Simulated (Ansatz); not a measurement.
# Mg started on an I site next to I started in the widest void in cubic perovskite CsSnI3, 41 atoms, charge +2

All numbers come from Ansatz (PAW, plane waves, no spin–orbit coupling) at the single k point (¼, ¼, ¼) without its symmetry partners. The atoms were relaxed with PBEsol in a fixed cell; other functionals are single points on those atoms unless said otherwise. The valence top and gap of the host come from its small cell on a dense mesh, with the band extrema sought between the mesh points, lined up by the mean potential, PBEsol gap 0.15 eV, HSE06 gap 0.52 eV. The charge correction uses an assumed dielectric constant of 30.

Cell: a = 12.314 Å, b = 12.314 Å, c = 12.314 Å, α = 90.00°, β = 90.00°, γ = 90.00°.

Nearest atoms after relaxation, from the placed atom (for vacancies from the middle of the vacant sites): I at 2.74 Å, I at 2.74 Å, I at 2.75 Å, I at 2.79 Å, Sn at 3.42 Å.

Chemical potentials μ are those of reference phases of the elements at zero temperature by the same functional (the usual solids, diamond for C, grey Sn, and the molecules H2, N2, O2, F2, Cl2, Br2 and S8).

```csv
functional,E(defect) − E(host) − Σ nμ + q·E_VBM (eV),monopole (eV),alignment (eV),formation energy at E_F = VBM (eV),moment (μB),"wall time, shared host"
PBEsol,-0.18,0.22,-0.10,-0.06,0 (no spin),89 s on NVIDIA H100 (relaxation)
```

**Question.** Estimate the formation energy and moment that HSE06 gives on these atoms.

**Answer.** -0.16 eV at E_F = VBM (-0.29 eV before the monopole term 0.22 eV and the alignment -0.09 eV), moment 0 (no spin).

**Question.** How does the monopole term follow by hand for this cubic cell?

**Answer.** q²·α·e²/(4πε₀)/(2εL) with the Madelung constant α = 2.837 and e²/4πε₀ = 14.40 eV·Å: 4 × 2.837 × 14.40 / (2 × 30 × 12.314) = 0.22 eV.

All elements are taken at their own reference at once; growth conditions in equilibrium with the host shift these energies, by up to the host's formation enthalpy.

The ideal cubic host may itself distort, and that gain is in these energies.

One k point and a cell of this size can leave errors of several tenths of an eV in such numbers.
